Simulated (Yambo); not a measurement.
A G0W0@PBEsol run in Yambo for PbSe (rock salt, space group Fm-3m, No. 225) (4×4×4 Γ-centred k mesh, bands 6 to 138 and a 10 Ry block in the screening, 138 bands in G with the Bruneval-Gonze terminator, plasmon pole fitted at 27.2 eV) gives these matrix elements, in eV, at the band edges (L → L):

```tsv
state	E0	<Vxc>	<Σx>	<Σc(E0)>	Z
valence edge	0.000	-13.666	-15.601	0.771	0.791
conduction edge	0.300	-10.071	-7.434	-3.005	0.805
```

Task: Solve the linearised quasiparticle equation for both states, give the gap, and say how exchange and correlation each act on it.

Result: E = E0 + Z(Σx + Σc − Vxc). Valence: 0.000 + 0.791 × (-15.601 + (0.771) − (-13.666)) = -0.92 eV. Conduction: 0.300 + 0.805 × (-7.434 + (-3.005) − (-10.071)) = 0.00 eV. The gap is 0.92 eV, against 0.30 eV in PBEsol. Replacing Vxc by bare exchange alone would open it by 4.57 eV; correlation takes back 3.78 eV of that, and Z scales what is left. Nearest settings tried, and what they do to the gap: 49 bands in G: -11 meV; 4 Ry block (65 vectors against 229): -156 meV. Not varied: bands in W, mesh. So the settings aren't converged at that level. Spin-orbit coupling is left out; with 6p states at a band edge it can lower the gap by many tenths of an eV, most of a small gap. So small a PBEsol gap in heavy elements may be inverted, where one-shot corrections to single bands mislead.

The standard potentials for Pb, Se keep a d shell in the valence without the s and p states of that shell. In tests on such compounds this moved G0W0 gaps by up to about 0.9 eV, so absolute quasiparticle energies here are unreliable; differences between settings are what counts.

Geometry of the Materials Project entry, not relaxed at this level; primitive cell a = b = c = 4.3711 Å, α = β = γ = 60.00°.
